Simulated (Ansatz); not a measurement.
AlCr2C:
```cif
data_C2Al2Cr4
_chemical_formula_sum 'Al2 Cr4 C2'
_space_group_name_H-M_alt 'P63/mmc'
_space_group_IT_number 194
_space_group_name_Hall '-P 6c 2c'
_cell_length_a 2.84015
_cell_length_b 2.84015
_cell_length_c 12.70434
_cell_angle_alpha 90.000
_cell_angle_beta 90.000
_cell_angle_gamma 120.000
loop_
_atom_site_label
_atom_site_type_symbol
_atom_site_symmetry_multiplicity
_atom_site_Wyckoff_symbol
_atom_site_fract_x
_atom_site_fract_y
_atom_site_fract_z
_atom_site_occupancy
Al1 Al 2 d 0.66667 0.33333 0.25000 1
Cr1 Cr 4 f 0.33333 0.66667 0.08425 1
C1 C 2 a 0.00000 0.00000 0.00000 1
```

Relaxed with PBE.

**Question.** Which orbitals make up the states near the Fermi level in plane-wave PAW PBE (Ansatz code)?

**Answer.** Within 0.5 eV of the Fermi level: Cr 3d 91 %. Projections are on Löwdin-orthogonalised atomic valence shells; empty p or d shells of many metals are not among them.

**Question.** Tabulate the density of states.

**Answer.** States/eV per cell of 8 atoms, in 0.25 eV bins, energy from the Fermi level.

```tsv
E (eV)	total	Cr 3d	C 2p	Al 3p
-7.85	0.77	0.09	0.03	0.28
-7.60	0.81	0.12	0.04	0.30
-7.35	0.89	0.16	0.06	0.32
-7.10	1.26	0.30	0.20	0.38
-6.85	3.33	1.04	1.26	0.46
-6.60	2.93	0.94	1.22	0.34
-6.35	2.51	0.83	1.15	0.22
-6.10	2.82	0.99	1.27	0.23
-5.85	2.88	1.00	1.12	0.36
-5.60	3.63	1.22	1.41	0.49
-5.35	3.00	1.01	1.10	0.46
-5.10	4.73	1.85	1.94	0.44
-4.85	4.74	1.93	2.05	0.36
-4.60	8.75	3.71	4.06	0.48
-4.35	4.36	2.09	1.58	0.28
-4.10	8.18	4.09	3.09	0.45
-3.85	4.06	2.19	1.41	0.20
-3.60	0.69	0.28	0.03	0.17
-3.35	0.96	0.40	0.03	0.27
-3.10	2.17	1.27	0.06	0.53
-2.85	6.22	4.05	0.18	1.44
-2.60	8.73	5.76	0.27	2.07
-2.35	6.70	4.55	0.17	1.51
-2.10	8.98	6.03	0.25	2.04
-1.85	5.06	3.90	0.12	0.74
-1.60	3.33	2.82	0.05	0.28
-1.35	4.21	3.81	0.03	0.19
-1.10	3.78	3.46	0.05	0.20
-0.85	5.12	4.65	0.10	0.27
-0.60	4.61	4.20	0.09	0.23
-0.35	6.54	6.13	0.09	0.22
-0.10	6.34	5.87	0.09	0.23
0.15	7.91	7.10	0.18	0.28
0.40	5.97	5.30	0.23	0.18
0.65	13.05	11.99	0.36	0.21
0.90	8.55	7.67	0.28	0.22
1.15	6.60	5.58	0.34	0.43
1.40	5.65	4.11	0.52	0.74
1.65	5.40	3.77	0.31	1.07
1.90	2.46	1.43	0.24	0.60
2.15	2.06	1.02	0.39	0.48
2.40	3.15	1.49	0.62	0.63
2.65	3.48	1.48	0.54	0.62
2.90	5.43	2.45	1.14	0.57
3.15	5.04	2.28	1.13	0.51
3.40	5.33	2.34	1.18	0.55
3.65	5.39	2.29	1.42	0.60
3.90	5.14	2.08	1.41	0.60
4.15	5.33	1.84	1.10	0.70
4.40	5.26	1.65	1.01	0.77
```

Space group P6_3/mmc. Symmetry was held in the PBE relaxation. The run is not spin-polarised.

Potentials: the later of the program's two PAW sets.
